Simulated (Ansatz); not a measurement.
A geometry of CdGeAs2 away from equilibrium: step 2 of the relaxation of a relaxed CdGeAs2 cell shaken by Gaussian noise of σ = 0.08 Å a coordinate. Calculation: PBE (plane waves to 420 eV, PAW, scalar-relativistic; Ansatz, a quantum-chemistry and plane-wave program). Γ-centred k-mesh 5×5×3 on the run's cell (coarser than for final values), Fermi–Dirac smearing 0.05 eV.

```yaml
crystal:
  lattice:
    - [5.20901, -0.00761, 0.00720]
    - [-0.00761, 5.22568, 0.00678]
    - [0.01421, 0.01337, 10.33734]
  atoms:
    - { symbol: As, position: [0.49698, 0.50598, 0.99873] }
    - { symbol: As, position: [0.51413, 0.50639, 0.49974] }
    - { symbol: As, position: [0.50840, 0.99330, 0.01198] }
    - { symbol: As, position: [0.01124, 0.44766, 0.48595] }
    - { symbol: Cd, position: [0.00013, 0.48300, 0.99243] }
    - { symbol: Cd, position: [0.53445, 0.00720, 0.50697] }
    - { symbol: Ge, position: [0.45962, 0.52975, 0.74957] }
    - { symbol: Ge, position: [0.46910, 0.50457, 0.25202] }
```

Problem. What forces act on the atoms (eV/Å)?

Solution. 
| atom | Fx | Fy | Fz |
|---|---|---|---|
| As1 | 0.18 | 0.16 | 0.05 |
| As2 | 0.17 | 0.64 | 0.12 |
| As3 | 0.20 | -0.18 | 0.17 |
| As4 | 0.32 | -0.56 | -0.19 |
| Cd5 | -0.18 | -0.20 | -0.10 |
| Cd6 | 0.13 | -0.08 | 0.07 |
| Ge7 | -0.44 | 0.18 | -0.16 |
| Ge8 | -0.39 | 0.03 | 0.05 |

Problem. What is the pressure?

Solution. 0.0 GPa, compression positive.

Problem. How much energy per atom can still be gained by relaxing?

Solution. 0.73 eV/atom; the path ends in P1 (No. 1).

No spin polarisation in the result.

The end of the path is a generated cell of CdGeAs2: the first start was made by a random draw of sites in a space group, and the end was not matched to a known phase here, so it may be hypothetical.
